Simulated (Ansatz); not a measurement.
# Property card for SiGeC2

SiGeC2:
```xyz
4
Lattice="3.1558 0.0000 0.0000 0.0000 3.1558 0.0000 0.0000 0.0000 4.4533" Properties=species:S:1:pos:R:3 pbc="T T T"
Ge     1.5779     1.5779     2.2267
Si     0.0000     0.0000     0.0000
C      1.5779     0.0000     3.4008
C      0.0000     1.5779     1.0525
```

Space group P-4m2 (No. 115); conventional cell a = 3.156 Å, b = 3.156 Å, c = 4.453 Å, α = 90.00°, β = 90.00°, γ = 90.00°.

Method: plane-wave PAW PBEsol (Ansatz code). Structure relaxed to zero pressure with the same functional. Other levels are named where they apply.

Cell and energy:

```yaml
volume_per_atom: 11.09 Å³
density: 4.67 g/cm³
Formation energy from the elements (no fitted shifts): 0.064 eV/atom
```

Electronic structure:

```yaml
band_gap: 1.38 eV (indirect)
valence_band_maximum: at Γ
conduction_band_minimum: at M
smallest_direct_gap_on_the_standard_path: 1.75 eV
Hole effective mass, band 1 of 2 at the edge: 5.6 along x, 0.51 along z (mₑ)
Hole effective mass, band 2 of 2 at the edge: 0.19 along x, 0.51 along z (mₑ)
Hole effective mass with spin–orbit coupling: 0.38, 0.45, 0.52 mₑ (principal values)
HSE06 gap on the PBEsol cell: 2.30 eV
Gap with spin–orbit coupling: 1.36 eV
```

Mechanics:

```yaml
Bulk modulus (Birch–Murnaghan fit): 203 GPa
Pressure derivative B′: 4.1
Elastic constants (relaxed ions, GPa): C11 = 460, C12 = 27.3, C13 = 127, C33 = 351, C44 = 212, C66 = 117
mechanical_stability: stable (all eigenvalues of C positive)
hill_bulk_and_shear_moduli: 204 and 167 GPa
Young's modulus: 393 GPa
Poisson's ratio: 0.18
debye_temperature_from_the_elastic_constants: 879 K
```

Dielectric response:

```yaml
Electronic dielectric constant ε∞ (DFPT): 7.58 (xx = yy), 7.64 (zz)
Born charges (a third of the trace): Ge +2.54, Si +2.75, C -2.65 e
Largest static χ(2) component: 39 pm/V
```

Phonons:

```yaml
Highest zone-centre frequency (without LO–TO term): 779 cm⁻¹
zone_centre_stability: no imaginary mode at Γ
```

The start of the workflow was typed in or built on a structure type; neither database checked (COD, Materials Project) lists it. Its standing as an ambient phase is unchecked. The PBEsol relaxation kept the symmetry of its start. The references are the lowest solids computed at this level, not always the standard phases. Scalar-relativistic: spin–orbit coupling is off unless named, which matters more the heavier the elements.

Potentials: the later of the program's two PAW sets.
